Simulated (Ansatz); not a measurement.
Relaxed CuI (zinc blende):

```
CuI
1.0
    0.00000     3.01151     3.01151
    3.01151     0.00000     3.01151
    3.01151     3.01151     0.00000
I Cu
1 1
Cartesian
  4.51727   4.51727   4.51727
  0.00000   0.00000   0.00000
```

Computed with r2SCAN (plane waves to 500 eV, PAW, scalar-relativistic; Ansatz, a program for electronic structure). k mesh 8×8×8 (Γ-centred), Fermi-Dirac smearing 0.05 eV. CuI is run without spin polarisation. CuI was relaxed with its symmetry unable to fall. Spin-orbit coupling is left out, though I is heavy.

One atom of the cell was then moved (with its periodic images), all else fixed, and the forces (eV/Å) came out as:

```tsv
atom	Fx	Fy	Fz
I1	-1.454	-1.454	-1.671
Cu2	1.454	1.454	1.671
```

With two atoms only their relative shift counts; take Cu2 as fixed.

Problem. Which atom was moved, and by which vector (Å)?

Solution. I1, by (0.33, 0.33, 0.00), 0.47 Å in all.

(For displaced atoms, the force is minus the slope of the energy, and its curvature is a force constant, which sets phonon frequencies.)
